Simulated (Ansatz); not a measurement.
**Sensitivity of the gradients in SiC with nitrogen replacing C to the input**

Cell: a supercell of SiC (zinc blende type, F-43m) built from an entry of the Crystallography Open Database (COD), with all atoms left at the host's positions.

Space group F-43m (No. 216); a = 13.0740 Å.

| site | Wyckoff | site symmetry | x | y | z |
| --- | --- | --- | --- | --- | --- |
| Si1 | 16e | .3m | 0.4167 | 0.0833 | 0.4167 |
| Si3 | 24g | 2.mm | 0.7500 | 0.0833 | 0.7500 |
| Si5 | 48h | ..m | 0.7500 | 0.9167 | 0.5833 |
| Si14 | 4d | -43m | 0.7500 | 0.7500 | 0.7500 |
| Si18 | 16e | .3m | 0.0833 | 0.5833 | 0.9167 |
| N | 4a | -43m | 0.5000 | 0.0000 | 0.5000 |
| C29 | 48h | ..m | 0.6667 | 0.0000 | 0.6667 |
| C32 | 16e | .3m | 0.8333 | 0.8333 | 0.6667 |
| C36 | 16e | .3m | 0.1667 | 0.6667 | 0.8333 |
| C42 | 24f | 2.mm | 0.0000 | 0.6667 | 0.0000 |

One atom of each set is listed; the run and its k-mesh use a cell of 54 atoms with edges of 9.24, 9.24, 9.24 Å.

Reference run. Computed with Ansatz: DFT, PBE, plane waves and PAW, scalar-relativistic, 420 eV cutoff, Γ-centred 3×3×3 k-points, Fermi–Dirac smearing 0.01 eV, cell charge +1.

Q: The input is changed as follows: `basis.ecutwfc`: not typed → 58.8 Ry; `hamiltonian.xc`: pbe → lda; `scf.eigensolver.kind`: not typed → davidson; `basis.precision`: not typed → f64. What happens to V_zz (10²¹ V/m²) and η?

A: 

```csv
site,V_zz reference,η reference,V_zz changed,η changed
Si1,5.29,0.00,5.36,0.00
Si3,-0.45,0.46,-0.45,0.49
Si5,-0.27,0.77,-0.28,0.75
Si18,0.056,0.00,0.056,0.00
N,0.00,–,0.00,–
C29,0.52,0.17,0.52,0.18
C32,-0.099,0.00,-0.100,0.00
C36,-0.094,0.00,-0.094,0.00
C42,-0.034,0.11,-0.035,0.10
```

The largest change of V_zz is on Si1, from 5.29 to 5.36. In per cent, |V_zz| changes by +1 on Si, +1 on C (all sites that start above 0.5). Other sites without a gradient aren't listed. Its pressure is -4 GPa, against 4 GPa in the reference run. SCF iterations: 7 and 8.

On the reference run: The defect repeats with the cell of 54 atoms, so it feels its images: sites between two images don't show the values beside a lone defect, and zeros or small values of η there can come from the images' arrangement. A uniform background compensates the cell's charge. The neighbours have not yet relaxed around the defect (largest force 1.1 eV/Å), so a real crystal will differ.
